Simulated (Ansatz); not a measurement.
The start is a generated cell, Hf built in the simple-cubic structure type. The structure is fully relaxed (lattice and positions, P = 0) with r2SCAN (plane waves to 500 eV, PAW, scalar-relativistic; Ansatz, a first-principles code). First-step values are on the input's coarse k-mesh.

Ansatz input (later rounds restart from its end on a renewed k-mesh):
Ansatz 0.2 input:
```yaml
crystal:
  lattice:
    - [2.929488, 0, 0]
    - [0, 2.929488, 0]
    - [0, 0, 2.929488]
  atoms:
    - { symbol: Hf, position: [0, 0, 0] }
basis: { ecutwfc: 500, ecutrho_ratio: 4, xc_grid: 4, fft_grid_basis: typed }
kpoints: { mp_grid: { grid: [11, 11, 11] } }
hamiltonian:
  xc: r2scan
  dispersion: none
  pseudopotentials: { azcp: { folder: ./paw }, kind: paw }
scf: { occupations: { method: fermi_dirac, width: 0.05 } }
relax: { f_tol: 0.01, max_steps: 100, cell: { stress_tol: 0.02 } }
output: { forces: true, stress: true }
```

What pressure does the first self-consistent step give?

-2.1 GPa (negative: the cell is under tension).

By how much does the energy per atom fall from start to end?

0.01 eV/atom.

How do the shortest distances between atoms change?

The closest pairs of elements (up to four, under 3.6 Å), start → end: Hf–Hf 2.93 → 2.89 Å.

What band gap does the relaxed structure have at this level?

No gap (metallic).

What does it relax into? Give the structure.


Space group Pm-3m (No. 221); a = b = c = 2.8944 Å, α = β = γ = 90.00°

```csv
atom,site,symmetry,x,y,z
Hf,1a,m-3m,0.0000,0.0000,0.0000
```

The space group stays Pm-3m (No. 221) (the run could not lower it); the end is simple cubic type, with 1 atom in the primitive cell. Final values are on a 16×16×16 k-mesh of the relaxed cell. No spin polarisation in the result.

The run could not lose the symmetry of its start: the end is stationary, and may be a saddle point rather than a minimum.

The relaxed structure here is a generated cell of Hf: the first start was made by placing the elements on the sites of a structure type, and the end was not matched to a known phase here, so it may be hypothetical. Known forms of Hf include space group No. 194.
